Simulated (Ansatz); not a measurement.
A relaxation computed with Ansatz, from input to last step.

```yaml
crystal:
  lattice:
    - [-2.027143139, 2.027143139, 5.753127285]
    - [2.027143139, -2.027143139, 5.753127285]
    - [2.027143139, 2.027143139, -5.753127285]
  atoms:
    - { symbol: Ba, position: [0.0, 0.0, 0.0] }
    - { symbol: As, position: [0.6448711862, 0.6448711862, 0.0] }
    - { symbol: As, position: [0.3551288138, 0.3551288138, 0.0] }
    - { symbol: Ru, position: [0.75, 0.25, 0.5] }
    - { symbol: Ru, position: [0.25, 0.75, 0.5] }
basis:
  ecutwfc: 500
kpoints:
  mp_grid: { grid: [12, 12, 12] }
hamiltonian:
  xc: r2scan
scf:
  occupations: { method: gaussian, width: 0.1 }
output:
  forces: true
  stress: true
  eigenvalues: true
relax:
  adjacent_minimum: "off"
  f_tol: 0.01
  max_steps: 30
  cell: { stress_tol: 0.1, fix: [volume] }
```

```bash
ansatz run input.yaml --threads 2 --pin off --max-ram 5120MiB --backend cpu --events-out ev --progress --plain --runs-dir out
```

Level of theory: DFT r2SCAN, scalar-relativistic, plane waves, PAW in Ansatz.

The volume is held at 0.88 times that of the relaxed cell.

Of 4 frames 3 are shown, positions in Å and forces in eV/Å; the SCF threshold varies from step to step. Steps run on the plane waves of an earlier cell, with a Pulay correction in the pressure. The basis is chosen afresh for the last frame, the zero of the energies, and at times for earlier ones too; energy and pressure step there, also at an unchanged geometry.

```xyz
5
Lattice="-2.0271 2.0271 5.7531 2.0271 -2.0271 5.7531 2.0271 2.0271 -5.7531" Properties=species:S:1:pos:R:3:forces:R:3 pbc="T T T" step=1 free_energy_over_end_meV_per_atom=3.63 pressure_GPa=15.04
Ba    0.0000    0.0000    0.0000    0.0000    0.0000    0.0000
As    0.0000    0.0000    7.4201    0.0000    0.0000   -0.4690
As    0.0000    0.0000    4.0862    0.0000    0.0000    0.4690
Ru    0.0000    2.0271    2.8766    0.0000    0.0000    0.0000
Ru    2.0271    0.0000    2.8766    0.0000    0.0000    0.0000
5
Lattice="-2.0394 2.0394 5.6840 2.0394 -2.0394 5.6840 2.0394 2.0394 -5.6840" Properties=species:S:1:pos:R:3:forces:R:3 pbc="T T T" step=2 free_energy_over_end_meV_per_atom=0.21 pressure_GPa=12.96
Ba    0.0000    0.0000    0.0000    0.0000    0.0000    0.0000
As    0.0000    0.0000    7.2998    0.0000    0.0000    0.1244
As    0.0000    0.0000    4.0682    0.0000    0.0000   -0.1244
Ru    0.0000    2.0394    2.8420    0.0000    0.0000    0.0000
Ru    2.0394    0.0000    2.8420    0.0000    0.0000    0.0000
5
Lattice="-2.0413 2.0413 5.6738 2.0413 -2.0413 5.6738 2.0413 2.0413 -5.6738" Properties=species:S:1:pos:R:3:forces:R:3 pbc="T T T" step=4 free_energy_over_end_meV_per_atom=0.00 pressure_GPa=13.16
Ba    0.0000    0.0000    0.0000    0.0000    0.0000    0.0000
As    0.0000    0.0000    7.2929    0.0000    0.0000    0.0096
As    0.0000    0.0000    4.0548    0.0000    0.0000   -0.0096
Ru    0.0000    2.0413    2.8369    0.0000    0.0000    0.0000
Ru    2.0413    0.0000    2.8369    0.0000    0.0000    0.0000
```

It took 2.6 min on 2 threads of Oxide Virtual Turin-like Processor (Zen 5), with other jobs on the host, peak memory 1 GiB.